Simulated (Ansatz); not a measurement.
Be5Pt in space group F-43m (No. 216; Be on 4c, Be on 16e, Pt on 4a), the program Ansatz at the LDA level (PAW). The conduction-band minimum lies at W, with 6 equivalent valleys. Second derivatives d²E/dk² of the lowest band at one valley (eV·Å²), along Cartesian directions:

```tsv
direction	d²E/dk²
[100]	74.87
[010]	1.577
[001]	74.87
[110]	38.24
[101]	74.88
[011]	38.24
```

Q: Find the principal effective masses, the density-of-states mass and the conductivity mass.

A: Off-diagonal terms follow from H_xy = H[110] − (H_xx + H_yy)/2, and m*/mₑ = 7.620 eV·Å² over each eigenvalue: 0.10, 0.10, 4.8. One valley's DOS mass (m₁m₂m₃)^(1/3) = 0.37, conductivity mass 3/(Σ 1/mᵢ) = 0.15 mₑ.

Q: What effective density of states Nc follows at 300 K for parabolic valleys?

A: Nc = 2.509e19 × 6 × (0.37)^(3/2) ≈ 3.4e19 cm⁻³.

Q: With the computed static dielectric constant 30.8 (mean of the diagonal), estimate a hydrogenic donor's binding energy and radius.

A: E = 13.606 eV × 0.15/30.8² ≈ 2.2 meV; a = 0.529 Å × ε/m* ≈ 110 Å. Semilocal masses tend to be too small when the gap is underestimated.

The workflow started from a Materials Project entry (that database holds measured and hypothetical structures alike); the Crystallography Open Database copy checked does not list it. With Be and Pt taken as one species the cell has the higher symmetry Fd-3m, so it may be an ordered model of a mixed-site phase. Its standing as an ambient phase is unchecked. The LDA relaxation kept the symmetry of its start; its stability against distortions is not shown here. The run is not spin-polarised. Spin–orbit coupling is left out wherever it is not named.

Potentials: the later of the program's two PAW sets.
